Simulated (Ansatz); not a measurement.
Below is a relaxed structure of BaMg3S3. The cell was found from a structure generator's guess, not taken from experiment.

Method: Ansatz 0.2.0, DFT PBE, scalar-relativistic, plane waves, PAW. Cutoff 420 eV, Γ-centred mesh, Gaussian smearing, no spin polarisation.

```cif
data_structure
_symmetry_space_group_name_H-M 'P 1'
_symmetry_Int_Tables_number 1
_cell_length_a 7.1192
_cell_length_b 7.1192
_cell_length_c 7.1192
_cell_angle_alpha 90.000
_cell_angle_beta 90.000
_cell_angle_gamma 90.000
_cell_volume 360.82
loop_
_atom_site_label
_atom_site_type_symbol
_atom_site_fract_x
_atom_site_fract_y
_atom_site_fract_z
_atom_site_occupancy
Ba1 Ba 0.50000 0.50000 0.50000 1
Ba2 Ba 0.00000 0.00000 0.00000 1
Mg1 Mg 0.75000 0.50000 0.00000 1
Mg2 Mg 0.50000 0.00000 0.75000 1
Mg3 Mg 0.00000 0.75000 0.50000 1
Mg4 Mg 0.00000 0.25000 0.50000 1
Mg5 Mg 0.25000 0.50000 0.00000 1
Mg6 Mg 0.50000 0.00000 0.25000 1
S1 S 0.50000 0.75000 0.00000 1
S2 S 0.75000 0.00000 0.50000 1
S3 S 0.00000 0.50000 0.75000 1
S4 S 0.25000 0.00000 0.50000 1
S5 S 0.00000 0.50000 0.25000 1
S6 S 0.50000 0.25000 0.00000 1
```

Energies over the elements count from the elements' standard structures at the same level, with no fitted energy shifts.

Question: Find its symmetry and describe it.

Answer: Pm-3n (No. 223). Conventional cell: a = 7.119 Å. Ba is surrounded by 12 Mg at 3.98 Å and 12 S at 3.98 Å; around Mg lie 4 S at 2.52 Å, 2 Mg at 3.56 Å and 4 Ba at 3.98 Å; around S lie 4 Mg at 2.52 Å, 2 S at 3.56 Å and 4 Ba at 3.98 Å.

Question: What is its formation energy per atom?

Answer: −0.98 eV/atom. Whether it is stable depends on the other phases of the system, which aren't compared here.

Question: Is it a metal?

Answer: Yes, bands cross the Fermi level on the 6×6×6 mesh.

Question: From what recipe could a structure generator have reached it?

Answer: One such recipe: 4-connected net, two elements alternating, guests in its cages (Pm-3n, No. 223). Other recipes can lead to the same cell.

The last run used a 6×6×6 mesh for its 14-atom cell and Gaussian smearing of 0.10 eV. The cell is a metal run without spin; a magnetic state may lie lower. The reference form of S is held partly by dispersion forces, which this level lacks. Symmetry constrained the relaxation, so the result can be a saddle point.
